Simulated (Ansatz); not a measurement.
CrF₆:
```
CELL_PARAMETERS angstrom
      2.40406     1.38799     4.38721
     -2.40406     1.38799     4.38721
      0.00000    -2.77598     4.38721
ATOMIC_POSITIONS crystal
  Cr 0.00000 0.00000 0.00000
  F  0.36678 0.07976 0.78060
  F  0.63322 0.92024 0.21940
  F  0.78060 0.36678 0.07976
  F  0.21940 0.63322 0.92024
  F  0.07976 0.78060 0.36678
  F  0.92024 0.21940 0.63322
```

Relaxed with r²SCAN+D4.

Task: Map the valence electron density (e/Å³), cut off at 1 on the plane through (0.000, 0.000, 0.000) spanned by u = [1, -1, 0] and v = [1, 1, -1] in lattice vectors, from DFT-r²SCAN+D4 in the program Ansatz with PAW potentials.

Result: x is the fraction of u, y of v (the angle between them is 90°; rows are the nearest grid lines); atoms in the plane: Cr at (0.00, 0.00), F at (0.14, 0.22), F at (0.86, 0.78).
```
y \ x   0.000  0.0833  0.167  0.292  0.375  0.458  0.542  0.625  0.708  0.833  0.917   1.00
------  -----  ------  -----  -----  -----  -----  -----  -----  -----  -----  -----  -----
1.00     1.00    1.00  0.954  0.286  0.155  0.060  0.060  0.155  0.286  0.954   1.00   1.00
0.914    1.00    1.00  0.512  0.714  0.388  0.105  0.031  0.041  0.121  0.539   1.00   1.00
0.857   0.717   0.259  0.238  0.394  0.230  0.071  0.025  0.060  0.348   1.00   1.00  0.717
0.771    1.00   0.153  0.049  0.052  0.038  0.019  0.019  0.106  0.990   1.00   1.00   1.00
0.686   0.265   0.052  0.022  0.041  0.046  0.030  0.018  0.043  0.230   1.00   1.00  0.265
0.629   0.050   0.020  0.026  0.092  0.109  0.063  0.025  0.019  0.046  0.136  0.116  0.050
0.543   0.007   0.010  0.025  0.094  0.112  0.069  0.036  0.031  0.027  0.015  0.010  0.007
0.457   0.007   0.010  0.015  0.027  0.031  0.036  0.069  0.112  0.094  0.025  0.010  0.007
0.371   0.050   0.116  0.136  0.046  0.019  0.025  0.063  0.109  0.092  0.026  0.020  0.050
0.314   0.265    1.00   1.00  0.230  0.043  0.018  0.030  0.046  0.041  0.022  0.052  0.265
0.229    1.00    1.00   1.00  0.990  0.106  0.019  0.019  0.038  0.052  0.049  0.153   1.00
0.143   0.717    1.00   1.00  0.348  0.060  0.025  0.071  0.230  0.394  0.238  0.259  0.717
0.0857   1.00    1.00  0.539  0.121  0.041  0.031  0.105  0.388  0.714  0.512   1.00   1.00
0.000    1.00    1.00  0.954  0.286  0.155  0.060  0.060  0.155  0.286  0.954   1.00   1.00
```

The density is the valence pseudo-density with augmentation charge, so density and ELF within about 1 Å of a nucleus are not all-electron values.

Space group R-3. The first step of the workflow began from a Materials Project structure, measured or hypothetical; the Crystallography Open Database copy checked does not list it. Whether it is the stable phase at ambient conditions was not checked. Symmetry was held in the r²SCAN+D4 relaxation; whether a distortion lowers the energy is not shown. No spin polarisation was allowed. No Hubbard U is applied.

Potentials: the later of the program's two PAW sets.
